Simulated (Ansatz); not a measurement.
CdHgTe2:
```
CdHgTe2
1.0
    2.29943     1.32758     7.49492
   -2.29943     1.32758     7.49492
    0.00000    -2.65515     7.49492
Cd Hg Te
1 1 2
Direct
  0.99973   0.99973   0.99973
  0.49998   0.49998   0.49998
  0.12488   0.12488   0.12488
  0.62542   0.62542   0.62542
```

Relaxed with PBEsol. The program Ansatz at the PBEsol level (PAW) gives no gap.

What gap does HSE06 give on the same cell (Ansatz, PAW)?

0.62 eV. The hybrid was solved on a coarser mesh and at special points; its gap is the smallest among all of these. On such a mesh it can open a false gap in a semimetal.

```json
[
 {"k": "Γ", "v1 PBEsol": "0.00", "c1 PBEsol": "0.00", "v1 HSE06": "0.00", "c1 HSE06": "0.62"},
 {"k": "T", "v1 PBEsol": "-0.35", "c1 PBEsol": "0.99", "v1 HSE06": "?", "c1 HSE06": "?"},
 {"k": "L", "v1 PBEsol": "-1.46", "c1 PBEsol": "2.32", "v1 HSE06": "?", "c1 HSE06": "?"},
 {"k": "F", "v1 PBEsol": "-0.87", "c1 PBEsol": "1.07", "v1 HSE06": "-0.93", "c1 HSE06": "1.87"},
 {"k": "S0", "v1 PBEsol": "-1.52", "c1 PBEsol": "2.42", "v1 HSE06": "?", "c1 HSE06": "?"},
 {"k": "H0", "v1 PBEsol": "-1.54", "c1 PBEsol": "2.40", "v1 HSE06": "?", "c1 HSE06": "?"}
]
```

Top valence (v1) and lowest conduction level (c1) in eV from each method's valence maximum (which need not be a listed point): supply the withheld HSE06 values.


- S0, v1 HSE06: -1.62
- S0, c1 HSE06: 3.23
- L, v1 HSE06: -1.55
- L, c1 HSE06: 3.12
- H0, v1 HSE06: -1.63
- H0, c1 HSE06: 3.21
- T, v1 HSE06: -0.36
- T, c1 HSE06: 1.76

Cost on shared cores: the PBEsol run (SCF on a 11×11×11 mesh, then bands and DOS) very roughly 6 core-minutes, the HSE06 run (SCF on 5×5×5, then a few points) very roughly 14 core-minutes; the tasks are unlike.

Space group R3m. The first step of the workflow began from a Materials Project structure, measured or hypothetical; the Crystallography Open Database copy checked does not list it. With Cd and Hg taken as one species the cell has the higher symmetry F-43m, so it may be an ordered model of a mixed-site phase. Whether it is the stable phase at ambient conditions was not checked. The PBEsol relaxation kept the symmetry of its start; whether a distortion lowers the energy is not shown. Spin–orbit coupling is left out wherever it is not named.

Potentials: the later of the program's two PAW sets.
